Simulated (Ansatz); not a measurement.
GaP: energy along a strain

GaP, F-43m, a = 5.451 Å (as given, not relaxed at this level: 0.0 GPa). Ansatz: r2SCAN, PAW, 500 eV, Γ-centred 8×8×8 mesh on 2 atoms, Gaussian smearing 0.05 eV; no spin polarisation. Cell vectors (Å): 0.000 2.725 2.725; 2.725 0.000 2.725; 2.725 2.725 0.000. The cell is strained by x per cent times the pattern (0 0 0 0 0 1) in the order xx yy zz yz xz xy (engineering shears), with fractional coordinates held. y is the free energy over the start, V0 = 20.240 Å³/atom. Symmetry makes y even in x.

```tsv
x (%)	y (meV/atom)
-2.00	2.39
-1.00	?
0.00	0.00
0.25	0.04
0.50	0.15
0.75	0.34
1.25	0.93
1.50	1.34
1.75	1.83
```

Fit y = c2 x² + c4 x⁴ to the other rows, get the stiffness along the pattern, and predict the missing energy.

Least squares on the rows shown. y = 0.5955 x² + 0.0005088 x⁴. The clamped-ion stiffness p·C·p = 2 × 5.955 eV × 160.2 / 20.240 Å³ = 94 GPa, which is C66 in these axes (C44 of the cubic crystal). At x = -1.00 the fit asked for gives 0.60 meV/atom. The run gave 0.60 meV/atom, the same to the digits shown.